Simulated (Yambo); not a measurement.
Absorption of Rb2NaAlF6 (space group Fm-3m, No. 225) with and without the electron-hole interaction (Yambo, PBEsol bands; 4×4×4 mesh, 18 valence and 6 conduction bands, static screening with 92 bands and a 3 Ry block, scissor 4.02 eV, Tamm-Dancoff; field along x).

| E (eV) | Im ε, BSE | Im ε, independent quasiparticles |
|---|---|---|
| 8.28 | 0.07 | 0.01 |
| 8.38 | 0.08 | 0.01 |
| 8.48 | 0.09 | 0.01 |
| 8.58 | 0.11 | 0.01 |
| 8.68 | 0.13 | 0.01 |
| 8.78 | 0.16 | 0.01 |
| 8.88 | 0.20 | 0.01 |
| 8.98 | 0.26 | 0.01 |
| 9.08 | 0.35 | 0.01 |
| 9.18 | 0.49 | 0.01 |
| 9.28 | 0.75 | 0.01 |
| 9.38 | 1.25 | 0.01 |
| 9.48 | 2.32 | 0.01 |
| 9.58 | 4.22 | 0.02 |
| 9.68 | 4.42 | 0.02 |
| 9.78 | 2.53 | 0.02 |
| 9.88 | 1.39 | 0.02 |
| 9.98 | 0.88 | 0.02 |
| 10.08 | 0.67 | 0.02 |
| 10.18 | 0.62 | 0.02 |
| 10.28 | 0.75 | 0.03 |
| 10.38 | 0.98 | 0.03 |
| 10.48 | 1.09 | 0.04 |
| 10.58 | 0.92 | 0.04 |
| 10.68 | 0.60 | 0.05 |
| 10.78 | 0.45 | 0.06 |
| 10.88 | 0.43 | 0.09 |
| 10.98 | 0.49 | 0.14 |
| 11.08 | 0.64 | 0.17 |
| 11.18 | 0.75 | 0.15 |
| 11.28 | 0.82 | 0.14 |
| 11.38 | 0.95 | 0.17 |
| 11.49 | 0.99 | 0.22 |
| 11.59 | 1.15 | 0.28 |
| 11.69 | 1.45 | 0.43 |
| 11.79 | 1.22 | 0.67 |
| 11.89 | 0.84 | 0.68 |
| 11.99 | 0.74 | 0.62 |
| 12.09 | 0.80 | 0.66 |
| 12.19 | 1.07 | 0.52 |
| 12.29 | 1.31 | 0.42 |
| 12.39 | 1.02 | 0.41 |
| 12.49 | 0.83 | 0.41 |
| 12.59 | 0.65 | 0.39 |
| 12.69 | 0.55 | 0.45 |
| 12.79 | 0.48 | 0.64 |
| 12.89 | 0.41 | 0.84 |
| 12.99 | 0.41 | 0.87 |
| 13.09 | 0.38 | 0.72 |
| 13.19 | 0.41 | 0.66 |
| 13.29 | 0.43 | 0.77 |
| 13.39 | 0.43 | 0.89 |
| 13.49 | 0.48 | 0.85 |
| 13.59 | 0.41 | 0.73 |
| 13.69 | 0.37 | 0.72 |
| 13.79 | 0.32 | 0.84 |
| 13.89 | 0.29 | 0.97 |
| 13.99 | 0.28 | 1.12 |
| 14.09 | 0.23 | 1.43 |
| 14.19 | 0.23 | 1.68 |
| 14.29 | 0.27 | 1.88 |
| 14.39 | 0.25 | 2.03 |
| 14.49 | 0.26 | 1.90 |
| 14.59 | 0.24 | 1.70 |
| 14.69 | 0.22 | 1.53 |
| 14.80 | 0.24 | 1.56 |
| 14.90 | 0.23 | 1.62 |
| 15.00 | 0.22 | 1.60 |
| 15.10 | 0.18 | 1.69 |
| 15.20 | 0.16 | 1.67 |

The scissor comes from a G0W0 run whose convergence isn't established. Broadening 0.15 eV. The band window holds all transitions up to 15.4 eV. Fine structure above the onset can come from the mesh.

Geometry of the Materials Project entry, not relaxed at this level; primitive cell a = 5.975 Å, b = 5.975 Å, c = 5.975 Å, α = 60.00°, β = 60.00°, γ = 60.00°.

The structure is a Materials Project entry; no match was found in the copy of COD used, and its stability was not checked.
